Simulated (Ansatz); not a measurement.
InPt3C:
```
CELL_PARAMETERS angstrom
      4.22244     0.00000     0.00000
      0.00000     4.22244     0.00000
      0.00000     0.00000     4.22244
ATOMIC_POSITIONS crystal
  In 0.00000 0.00000 0.00000
  Pt 0.00000 0.50000 0.50000
  Pt 0.50000 0.00000 0.50000
  Pt 0.50000 0.50000 0.00000
  C  0.50000 0.50000 0.50000
```

Relaxed with r²SCAN.

Q: Map the electron localisation function on the plane through (0.000, 0.000, 0.000) spanned by u = [1, 0, 0] and v = [0, 1, 1] in lattice vectors, from DFT-r²SCAN in the program Ansatz with PAW potentials.

A: x is the fraction of u, y of v (the angle between them is 90°; rows are the nearest grid lines); atoms in the plane: In at (0.00, 0.00), Pt at (0.00, 0.50), C at (0.50, 0.50).
```
|0001322221111222231000|
|0002322222112222232000|
|1223222222222222223221|
|3332222322222232222333|
|2222223222222223222222|
|3333222222222222223333|
|3333222222222222223333|
|3333222223333222223333|
|4443222345665432223444|
|8876334799999974336788|
|8987435998778995347898|
|8997436995115996347998|
|8997436995115996347998|
|8987435998778995347898|
|8876334799999974336788|
|4443222345665432223444|
|3333222223333222223333|
|3333222222222222223333|
|3333222222222222223333|
|2222223222222223222222|
|3332222322222232222333|
|1223222222222222223221|
|0002322222112222232000|
|0001322221111222231000|
```
Scale: ten equal steps from 0.000 (start of '0') to 0.733 (end of '9'), in the order '0123456789'; x runs from 0.000 to 1.00, y from 0.000 (bottom) to 1.00 (top).

The density is the valence pseudo-density with augmentation charge, so density and ELF within about 1 Å of a nucleus are not all-electron values.

Space group Pm-3m (anti-perovskite). The start of the workflow was typed in or built on a structure type; neither database checked (COD, Materials Project) lists it. Its standing as an ambient phase is unchecked. The r²SCAN relaxation kept the symmetry of its start. At this level the phase is mechanically unstable. The run is not spin-polarised. Its formation energy is positive at this level, so the cell may be metastable or incomplete. Scalar-relativistic: spin–orbit coupling is off unless named, which matters more the heavier the elements.

Potentials: the later of the program's two PAW sets.
